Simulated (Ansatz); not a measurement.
Data:

Si₁₂W:
```xyz
13
Lattice="7.0923 0.0000 0.0000 -3.5462 6.1421 0.0000 0.0000 0.0000 5.1708" Properties=species:S:1:pos:R:3 pbc="T T T"
W      0.0000     0.0000     0.0000
Si     2.3699     0.0000     3.8106
Si     2.3699     0.0000     1.3601
Si     1.1849     2.0524     3.8106
Si     1.1849     2.0524     1.3601
Si    -1.1849     2.0524     3.8106
Si    -1.1849     2.0524     1.3601
Si     4.7224     0.0000     3.8106
Si     4.7224     0.0000     1.3601
Si     2.3612     4.0897     3.8106
Si     2.3612     4.0897     1.3601
Si    -2.3612     4.0897     3.8106
Si    -2.3612     4.0897     1.3601
```

This is the PBE+D3(BJ)-relaxed structure.

**Question.** All from PBE+D3(BJ) in the plane-wave PAW code Ansatz, unless another level is named. Predict the electronic character.

**Answer.** metallic (no gap).

**Question.** And the density of states at the Fermi level?

**Answer.** 0.35 states/eV per atom (mean over ±0.08 eV).

**Question.** What about the formation energy from the elements (no fitted shifts)?

**Answer.** 0.34 eV/atom.

**Question.** Predict the gap with spin–orbit coupling.

**Answer.** none (metallic).

Space group P6/mmm. The start of the workflow was typed in or built on a structure type; neither database checked (COD, Materials Project) lists it. Whether it is the stable phase at ambient conditions was not checked. The cell was relaxed with PBE+D3(BJ) under the symmetry of its start; its stability against distortions is not shown here. No spin polarisation was allowed. Its formation energy is positive at this level, so the cell may be metastable or incomplete. The references are the lowest solids computed at this level, not always the standard phases. Spin–orbit coupling is left out wherever it is not named.

Potentials: the earlier of the program's two PAW sets.
